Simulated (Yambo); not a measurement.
**Optical response of Cs₂NaScF₆**

```
CELL_PARAMETERS angstrom
      0.00000     4.49645     4.49645
      4.49645     0.00000     4.49645
      4.49645     4.49645     0.00000
ATOMIC_POSITIONS crystal
  F  0.77144 0.22856 0.22856
  F  0.22856 0.77144 0.77144
  F  0.22856 0.77144 0.22856
  F  0.77144 0.22856 0.77144
  F  0.22856 0.22856 0.77144
  F  0.77144 0.77144 0.22856
  Na 0.50000 0.50000 0.50000
  Sc 0.00000 0.00000 0.00000
  Cs 0.75000 0.75000 0.75000
  Cs 0.25000 0.25000 0.25000
```

Yambo, RPA with local fields on PBEsol bands shifted by a G0W0 scissor of 4.98 eV; 4×4×4 mesh, 146 bands, 3 Ry local-field block, 0.2 eV broadening; field along x.

| E (eV) | Im ε | Re ε | Im ε, independent particles |
|---|---|---|---|
| 0.0 | 0.00 | 1.91 | 0.00 |
| 0.5 | 0.00 | 1.91 | 0.00 |
| 1.0 | 0.00 | 1.92 | 0.00 |
| 1.5 | 0.00 | 1.92 | 0.00 |
| 2.0 | 0.00 | 1.93 | 0.00 |
| 2.5 | 0.00 | 1.93 | 0.00 |
| 3.0 | 0.00 | 1.94 | 0.00 |
| 3.5 | 0.00 | 1.95 | 0.01 |
| 4.0 | 0.01 | 1.96 | 0.01 |
| 4.5 | 0.01 | 1.98 | 0.01 |
| 5.0 | 0.01 | 1.99 | 0.01 |
| 5.5 | 0.01 | 2.01 | 0.01 |
| 6.0 | 0.01 | 2.03 | 0.01 |
| 6.5 | 0.01 | 2.06 | 0.01 |
| 7.0 | 0.01 | 2.09 | 0.02 |
| 7.5 | 0.01 | 2.12 | 0.02 |
| 8.0 | 0.02 | 2.16 | 0.02 |
| 8.5 | 0.02 | 2.21 | 0.03 |
| 9.0 | 0.02 | 2.26 | 0.03 |
| 9.5 | 0.03 | 2.33 | 0.04 |
| 10.0 | 0.04 | 2.42 | 0.05 |
| 10.5 | 0.05 | 2.53 | 0.08 |
| 11.0 | 0.07 | 2.68 | 0.12 |
| 11.5 | 0.13 | 2.91 | 0.26 |
| 12.0 | 0.37 | 3.31 | 1.16 |
| 12.5 | 1.22 | 3.56 | 1.66 |
| 13.0 | 1.14 | 2.65 | 1.03 |
| 13.5 | 1.19 | 3.15 | 1.33 |
| 14.0 | 1.84 | 3.29 | 2.24 |
| 14.5 | 2.33 | 2.68 | 2.76 |
| 15.0 | 2.89 | 1.64 | 3.06 |
| 15.5 | 2.03 | 1.25 | 1.94 |
| 16.0 | 1.72 | 1.07 | 1.72 |
| 16.5 | 1.56 | 1.28 | 1.60 |
| 17.0 | 1.35 | 1.04 | 1.63 |
| 17.5 | 1.28 | 1.06 | 2.14 |
| 18.0 | 0.97 | 1.13 | 2.00 |
| 18.5 | 1.03 | 1.45 | 2.75 |
| 19.0 | 1.19 | 1.41 | 3.00 |
| 19.5 | 1.26 | 1.23 | 2.66 |
| 20.0 | 1.03 | 1.37 | 3.30 |

Structure narrower than a few tenths of an eV can come from the finite k mesh. Convergence of the RPA response with its 4×4×4 mesh was not tested. The scissor comes from a G0W0 run whose convergence isn't established. No excitonic effects at this level.

Geometry of the Materials Project entry, not relaxed at this level.

The structure is a Materials Project entry; no match was found in the copy of COD used, and its stability was not checked.
